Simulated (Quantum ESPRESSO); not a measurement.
# Moving one atom in P2SiC2N2

Calculated results; nothing here was measured. They come from pw.x of Quantum ESPRESSO 7.5, a plane-wave density functional program, with PseudoDojo standard norm-conserving files (v0.5 for PBE, v0.4.1 for LDA and PBEsol). The cells are made up: elements, strain and atom displacements were drawn at random, and nothing was relaxed. There is no spin polarisation, spin-orbit coupling or dispersion term.

The cell has 8 sites of a zincblende or diamond lattice. Sites 1 to 4 hold P P empty Si; sites 5 to 8 hold C N C N. Cell vectors in Å: (4.349, 0.000, 0.000); (0.000, 4.349, 0.000); (0.000, 0.000, 4.349). Settings: PBE, cutoff 1143 eV, 6 x 6 x 6 k mesh shifted by half a step, Fermi-Dirac smearing of 0.1 eV.

Each run shifts the N atom on site 6 along x and leaves all else fixed. Site 4 is one of its nearest neighbours. E is the free energy of the cell above the lowest run shown.

```
run  shift (Å)  Fx on site 6 (eV/Å)  Fx on site 4 (eV/Å)  P (GPa)  E (meV)
  1    -0.1183                0.738                1.534   -21.00     24.3
  3    -0.0383               -0.129                1.535   -21.38      0.0
  4     0.0019               -0.558                1.550   -21.44     13.8
  5     0.0806               -1.363                1.609   -21.29     89.8
  6     0.1186               -1.729                1.651   -21.10    148.6
  7     0.1409               -1.935                1.679   -20.94    189.4
  2    -0.0753                    ?                    ?        ?        ?
```

A rerun of one of these cells at 1437 eV and k mesh 8 x 8 x 8 moved values by no more than 0.002 eV in the cell's energy, 0.12 GPa in stress and 0.019 eV/Å in force.

## Worked fit

A parabola through the six runs shown gives Fx on site 6 = -0.539 - 10.42 u + 3.3 u² eV/Å, with u in Å and a scatter of 0.007 eV/Å. Minus the slope, 10.42 ± 0.15 eV/Å², is this atom's force constant along x at u = 0, with its periodic images moving too. The fitted force vanishes at u = -0.051 Å, where the energy should be lowest along this line. The error is the larger of the fit's own and the change that a cubic makes, rounded up.

## Withheld run

Question: what Fx on site 6 should run 2 give?

The fit gives 0.264 eV/Å. The calculation gave 0.271 eV/Å.

```
run  shift (Å)  Fx on site 6 (eV/Å)  Fx on site 4 (eV/Å)  P (GPa)  E (meV)
  2    -0.0753                0.271                1.530   -21.25      2.6
```